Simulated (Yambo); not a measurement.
## Optical response of LiHF$_{2}$

```xyz
4
Lattice="1.4943 0.8627 4.3893 -1.4943 0.8627 4.3893 0.0000 -1.7254 4.3893" Properties=species:S:1:pos:R:3 pbc="T T T"
H      0.0000     0.0000     6.5839
Li     0.0000     0.0000     0.0000
F      0.0000     0.0000     5.4445
F      0.0000     0.0000     7.7233
```

Yambo, RPA with local fields on PBEsol bands; 16×16×16 mesh, 27 bands, 4 Ry local-field block, 0.2 eV broadening; field along x.

```json
[
 {"E (eV)": "0.0", "Im ε": "0.00", "Re ε": "1.76", "Im ε, independent particles": "0.00"},
 {"E (eV)": "0.6", "Im ε": "0.00", "Re ε": "1.76", "Im ε, independent particles": "0.00"},
 {"E (eV)": "1.2", "Im ε": "0.00", "Re ε": "1.77", "Im ε, independent particles": "0.00"},
 {"E (eV)": "1.9", "Im ε": "0.00", "Re ε": "1.77", "Im ε, independent particles": "0.00"},
 {"E (eV)": "2.5", "Im ε": "0.00", "Re ε": "1.78", "Im ε, independent particles": "0.00"},
 {"E (eV)": "3.1", "Im ε": "0.00", "Re ε": "1.80", "Im ε, independent particles": "0.01"},
 {"E (eV)": "3.8", "Im ε": "0.01", "Re ε": "1.81", "Im ε, independent particles": "0.01"},
 {"E (eV)": "4.4", "Im ε": "0.01", "Re ε": "1.83", "Im ε, independent particles": "0.01"},
 {"E (eV)": "5.0", "Im ε": "0.01", "Re ε": "1.86", "Im ε, independent particles": "0.01"},
 {"E (eV)": "5.6", "Im ε": "0.01", "Re ε": "1.90", "Im ε, independent particles": "0.01"},
 {"E (eV)": "6.2", "Im ε": "0.02", "Re ε": "1.94", "Im ε, independent particles": "0.02"},
 {"E (eV)": "6.9", "Im ε": "0.02", "Re ε": "2.00", "Im ε, independent particles": "0.02"},
 {"E (eV)": "7.5", "Im ε": "0.04", "Re ε": "2.09", "Im ε, independent particles": "0.04"},
 {"E (eV)": "8.1", "Im ε": "0.07", "Re ε": "2.24", "Im ε, independent particles": "0.07"},
 {"E (eV)": "8.8", "Im ε": "0.31", "Re ε": "2.43", "Im ε, independent particles": "0.32"},
 {"E (eV)": "9.4", "Im ε": "0.61", "Re ε": "2.38", "Im ε, independent particles": "0.63"},
 {"E (eV)": "10.0", "Im ε": "0.81", "Re ε": "2.16", "Im ε, independent particles": "0.84"},
 {"E (eV)": "10.6", "Im ε": "0.80", "Re ε": "2.02", "Im ε, independent particles": "0.82"},
 {"E (eV)": "11.2", "Im ε": "0.77", "Re ε": "2.00", "Im ε, independent particles": "0.81"},
 {"E (eV)": "11.9", "Im ε": "0.86", "Re ε": "2.08", "Im ε, independent particles": "0.90"},
 {"E (eV)": "12.5", "Im ε": "1.12", "Re ε": "1.90", "Im ε, independent particles": "1.17"},
 {"E (eV)": "13.1", "Im ε": "1.15", "Re ε": "1.67", "Im ε, independent particles": "1.21"},
 {"E (eV)": "13.8", "Im ε": "1.10", "Re ε": "1.50", "Im ε, independent particles": "1.17"},
 {"E (eV)": "14.4", "Im ε": "0.95", "Re ε": "1.22", "Im ε, independent particles": "1.03"},
 {"E (eV)": "15.0", "Im ε": "0.63", "Re ε": "1.25", "Im ε, independent particles": "0.71"},
 {"E (eV)": "15.6", "Im ε": "0.49", "Re ε": "1.50", "Im ε, independent particles": "0.61"},
 {"E (eV)": "16.2", "Im ε": "0.67", "Re ε": "1.79", "Im ε, independent particles": "0.88"},
 {"E (eV)": "16.9", "Im ε": "0.94", "Re ε": "1.72", "Im ε, independent particles": "1.29"},
 {"E (eV)": "17.5", "Im ε": "1.10", "Re ε": "1.66", "Im ε, independent particles": "1.50"},
 {"E (eV)": "18.1", "Im ε": "1.09", "Re ε": "1.44", "Im ε, independent particles": "1.41"},
 {"E (eV)": "18.8", "Im ε": "1.13", "Re ε": "1.59", "Im ε, independent particles": "1.58"},
 {"E (eV)": "19.4", "Im ε": "1.44", "Re ε": "1.27", "Im ε, independent particles": "1.80"},
 {"E (eV)": "20.0", "Im ε": "1.51", "Re ε": "1.11", "Im ε, independent particles": "1.79"}
]
```

Peak heights and small wiggles depend on the k mesh. Convergence of the RPA response with its 16×16×16 mesh was not tested. No excitonic effects at this level.

Geometry relaxed with PBE+D3(BJ).

The structure is a Materials Project entry; no match was found in the copy of COD used, and its stability was not checked.
